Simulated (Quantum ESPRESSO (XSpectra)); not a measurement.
Quantum ESPRESSO (XSpectra) run for X-ray absorption at the N K edge of Si₃N₄ (P6₃/m). Geometry: Materials Project entry mp-988 (a computed structure). The cell is the entry's, not relaxed again. The ground-state test found a gap, so occupations are fixed and the excited electron is left out (charged cell on a uniform background); energies count from the highest occupied level. pw.x input:

```
&CONTROL
  calculation = 'scf'
  prefix = 'x'
  pseudo_dir = './pseudo'
  outdir = './out'
/
&SYSTEM
  ibrav = 0
  nat = 42
  ntyp = 3
  ecutwfc = 65
  tot_charge = 1
  occupations = 'fixed'
/
&ELECTRONS
  conv_thr = 4.2e-07
  mixing_beta = 0.4
/
ATOMIC_SPECIES
Nh 14.007 N.lda-tm-gipaw-star1s.UPF
Si 28.085 Si.lda-tm-gipaw.UPF
N 14.007 N.lda-tm-gipaw.UPF
CELL_PARAMETERS angstrom
  -3.802270038   -6.585724890    0.000000000
  -7.604540076    0.000000000    0.000000000
   0.000000000    0.000000000   -8.715600000
ATOMIC_POSITIONS crystal
Si     0.175050000    0.593870000    0.416666667
Si     0.175050000    0.593870000    0.083333333
Si     0.175050000    0.593870000    0.750000000
Si     0.824950000    0.406130000    0.583333333
Si     0.824950000    0.406130000    0.250000000
Si     0.824950000    0.406130000    0.916666667
Si     0.768920000    0.824950000    0.583333333
Si     0.768920000    0.824950000    0.250000000
Si     0.768920000    0.824950000    0.916666667
Si     0.231080000    0.175050000    0.416666667
Si     0.231080000    0.175050000    0.083333333
Si     0.231080000    0.175050000    0.750000000
Si     0.593870000    0.231080000    0.416666667
Si     0.593870000    0.231080000    0.083333333
Si     0.593870000    0.231080000    0.750000000
Si     0.406130000    0.768920000    0.583333333
Si     0.406130000    0.768920000    0.250000000
Si     0.406130000    0.768920000    0.916666667
N      0.333333330    0.333333340    0.416666667
N      0.333333330    0.333333340    0.083333333
N      0.333333330    0.333333340    0.750000000
N      0.666666670    0.666666660    0.583333333
N      0.666666670    0.666666660    0.250000000
N      0.666666670    0.666666660    0.916666667
Nh     0.330150000    0.700660000    0.416666667
N      0.330150000    0.700660000    0.083333333
N      0.330150000    0.700660000    0.750000000
N      0.669850000    0.299340000    0.583333333
N      0.669850000    0.299340000    0.250000000
N      0.669850000    0.299340000    0.916666667
N      0.030810000    0.669850000    0.583333333
N      0.030810000    0.669850000    0.250000000
N      0.030810000    0.669850000    0.916666667
N      0.969190000    0.330150000    0.416666667
N      0.969190000    0.330150000    0.083333333
N      0.969190000    0.330150000    0.750000000
N      0.700660000    0.969190000    0.416666667
N      0.700660000    0.969190000    0.083333333
N      0.700660000    0.969190000    0.750000000
N      0.299340000    0.030810000    0.583333333
N      0.299340000    0.030810000    0.250000000
N      0.299340000    0.030810000    0.916666667
K_POINTS automatic
2 2 2 0 0 0
```

xspectra.x input:

```
&input_xspectra
  calculation = 'xanes_dipole'
  edge = 'K'
  prefix = 'x'
  outdir = './out'
  xonly_plot = .false.
  xiabs = 1
  xcoordcrys = .false.
  xepsilon(1) = 1.0
  xepsilon(2) = 0.0
  xepsilon(3) = 0.0
  xniter = 1500
  xcheck_conv = 50
  xerror = 0.002
  x_save_file = 'x0.sav'
/
&plot
  xnepoint = 451
  xemin = -5.0
  xemax = 40.0
  xgamma = 0.5
  terminator = .true.
  cut_occ_states = .true.
/
&pseudos
  filecore = 'core.wfc'
/
&cut_occ
  cut_desmooth = 0.1
  cut_stepl = 0.01
  cut_ierror = 1e-6
/
3 3 3 1 1 1
```

End of the pw.x output:

```

   -12.2835  -9.1678  -9.1348  -8.9070  -8.8606  -8.4002  -8.2448  -7.9032
    -7.8373  -7.4287  -7.2370  -6.9943  -6.9601  -6.8583  -6.6920  -6.6483
    -6.6262  -6.4894  -6.3783  -6.2766  -6.1374  -6.0618  -6.0104  -5.9737
    -2.9162  -2.5621  -1.3124  -1.1934  -1.0649  -0.8433  -0.4781  -0.4553
    -0.3454  -0.1880  -0.0343   0.3175   0.4129   0.5510   0.9810   1.2564
     1.3077   1.4460   1.5400   1.9913   2.0100   2.0721   2.1681   2.3490
     2.3573   2.5058   2.5072   2.6493   2.7073   2.7196   2.8481   3.1326
     3.2100   3.2288   3.3171   3.4057   3.4105   3.5194   3.5270   3.6962
     3.8263   3.8514   3.8844   4.0766   4.1079   4.4516   4.4545   4.5779
     4.8197   5.0382   5.0472   5.2506   5.2661   5.3803   5.5504   6.0785
     6.1042   6.1453   6.1504   6.2935   6.5768   6.6083   6.6837   6.7855
     6.8637   6.9228   6.9764   7.0542   7.2085   7.2400   7.4694   7.5675

     highest occupied level (ev):     8.1230

!    total energy              =    -730.64833234 Ry
     estimated scf accuracy    <       0.00000037 Ry

     The total energy is the sum of the following terms:
     one-electron contribution =     -87.80727624 Ry
     hartree contribution      =     162.12241081 Ry
     xc contribution           =    -268.18794442 Ry
     ewald contribution        =    -536.77552249 Ry

     convergence has been achieved in   9 iterations

     XML data file, charge density, pseudopotentials, collected wavefunctions
```

xspectra.x output, shortened:

```
... Begin STEP 1 ...

        Radial transition matrix element(s) used in the calculation of the
        initial vector of the Lanczos basis (|tilde{phi}_abs> normalized)
        | For PAW proj. (l=1) #1: radial matrix element =   0.169731835
        | For PAW proj. (l=1) #2: radial matrix element =   0.216008163

NB: the     7 k-point are not all listed below because npool=  4
        |-------------------------------------------------------------
        ! k-point #     1:  (-0.1667, -0.0962, -0.1454),  0.0741,   1
        |-------------------------------------------------------------
 okvan= F
        |   Norm of the initial Lanczos vector: 0.12192732E+00
        !   => CONVERGED at iter    600 with error=  0.00135128
        |-------------------------------------------------------------
        ! k-point #     2:  (-0.1667, -0.0962, -0.4363),  0.0741,   1
        |-------------------------------------------------------------
 okvan= F
        |   Norm of the initial Lanczos vector: 0.12192728E+00
        !   => CONVERGED at iter    650 with error=  0.00098206
        |-------------------------------------------------------------
        ! k-point #     3:  (-0.1667, -0.0962, -0.7271),  0.0741,   1
        |-------------------------------------------------------------
 okvan= F
        |   Norm of the initial Lanczos vector: 0.12192732E+00
        !   => CONVERGED at iter    600 with error=  0.00166472
        |-------------------------------------------------------------

        ...
... Begin STEP 2 ...

     The spectrum is calculated using the following parameters:
        energy-zero of the spectrum [eV]:    8.1230
        the occupied states are elimintate from the spectrum
        xemin [eV]:  -5.00
        xemax [eV]:  40.00
        xnepoint:  451
        constant broadening parameter [eV]:    0.500
        Core level energy [eV]:  -409.9
         (from electron binding energy of neutral atoms in X-ray data booklet)

     Cross-section successfully written in xanes.dat

     ... End STEP 2 ...

     xanes        :    124.59s CPU    125.18s WALL (       1 calls)

     -------------------------------------------------------------------------
                                END JOB XSpectra
     -------------------------------------------------------------------------
```

xanes.dat for the field along x, every fifth line (energy in eV, cross section):

```
   -5.000   7.8150e-04
   -4.500   8.4380e-04
   -4.000   9.1480e-04
   -3.500   9.9600e-04
   -3.000   1.0900e-03
   -2.500   1.1990e-03
   -2.000   1.3280e-03
   -1.500   1.4800e-03
   -1.000   1.6650e-03
   -0.500   1.8910e-03
    0.000   2.1720e-03
    0.500   2.5320e-03
    1.000   3.0040e-03
    1.500   3.6450e-03
    2.000   4.5590e-03
    2.500   5.9500e-03
    3.000   8.2840e-03
    3.500   1.2840e-02
    4.000   2.3210e-02
    4.500   4.3330e-02
    5.000   6.8560e-02
    5.500   7.8920e-02
    6.000   8.4500e-02
    6.500   9.5980e-02
    7.000   9.1910e-02
    7.500   8.1810e-02
    8.000   7.9650e-02
    8.500   7.9810e-02
    9.000   6.7560e-02
    9.500   5.8270e-02
   10.000   5.0970e-02
   10.500   4.8940e-02
   11.000   4.5190e-02
   11.500   3.9740e-02
   12.000   3.5390e-02
   12.500   3.1850e-02
   13.000   3.0070e-02
   13.500   3.4190e-02
   14.000   3.2730e-02
   14.500   3.0530e-02
   15.000   2.9740e-02
   15.500   3.0740e-02
   16.000   3.0100e-02
   16.500   2.8870e-02
   17.000   2.5970e-02
   17.500   2.3730e-02
   18.000   2.2040e-02
   18.500   2.1040e-02
   19.000   2.1590e-02
   19.500   2.2780e-02
   20.000   2.3160e-02
   20.500   2.3150e-02
   21.000   2.3530e-02
   21.500   2.7360e-02
   22.000   3.1340e-02
   22.500   3.2630e-02
   23.000   3.3250e-02
   23.500   3.3730e-02
   24.000   3.1490e-02
   24.500   2.9940e-02
   25.000   3.2320e-02
   25.500   3.3390e-02
   26.000   3.2510e-02
   26.500   3.2010e-02
   27.000   3.4750e-02
   27.500   3.3170e-02
   28.000   3.0950e-02
   28.500   3.0010e-02
   29.000   2.9890e-02
   29.500   3.0520e-02
   30.000   3.0080e-02
   30.500   3.0830e-02
   31.000   3.0740e-02
   31.500   2.9830e-02
   32.000   3.2270e-02
   32.500   2.9120e-02
   33.000   2.5580e-02
   33.500   2.4170e-02
   34.000   2.3120e-02
   34.500   2.2870e-02
   35.000   2.2930e-02
   35.500   2.2230e-02
   36.000   2.1580e-02
   36.500   2.1580e-02
   37.000   2.1420e-02
   37.500   2.0340e-02
   38.000   1.9330e-02
   38.500   1.8310e-02
   39.000   1.7990e-02
   39.500   1.9530e-02
   40.000   2.1140e-02
```
